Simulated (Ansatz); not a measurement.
Put GaCuC4N4 in P-43m (No. 215): Ga on 1b; Cu on 1a; C on 4e; N on 4e. The cell of GaCuC4N4 is invented: two interpenetrating cyanide-bridged diamond nets.

Level of theory: Ansatz, DFT PBE, scalar-relativistic, plane waves, PAW. Cutoff 420 eV, Γ-centred mesh, Gaussian smearing, no spin polarisation.

The zero of energy is the elements' standard structures at the same level (N₂ as a molecule); no fitted shifts are applied.

Q: Predict the relaxed structure.

A:

Space group P-43m (No. 215). a = 5.751 Å, b = 5.751 Å, c = 5.751 Å, α = 90.00°, β = 90.00°, γ = 90.00°
| atom | site | symmetry | x | y | z |
| --- | --- | --- | --- | --- | --- |
| Ga | 1b | -43m | 0.5000 | 0.5000 | 0.5000 |
| Cu | 1a | -43m | 0.0000 | 0.0000 | 0.0000 |
| C | 4e | .3m | 0.1931 | 0.1931 | 0.1931 |
| N | 4e | .3m | 0.3109 | 0.3109 | 0.3109 |

Ga is surrounded by 4 N at 1.88 Å; Cu is surrounded by 4 C at 1.92 Å; C is surrounded by 1 N at 1.17 Å and 1 Cu at 1.92 Å; N is surrounded by 1 C at 1.17 Å and 1 Ga at 1.88 Å. Another local minimum with the same sites may exist.

Q: Where does its energy lie, and is it a metal?

A: The energy over the elements is +0.287 eV/atom and the gap on the 4×4×4 mesh of the 10-atom cell is 4.02 eV. A positive value: parting into the elements would lower its energy.

The last run used Gaussian smearing of 0.02 eV. Kohn–Sham gaps at this level usually fall short of measured ones. The reference form of C is held partly by dispersion forces, which this level lacks. A structure relaxed within its symmetry needn't be a true minimum.
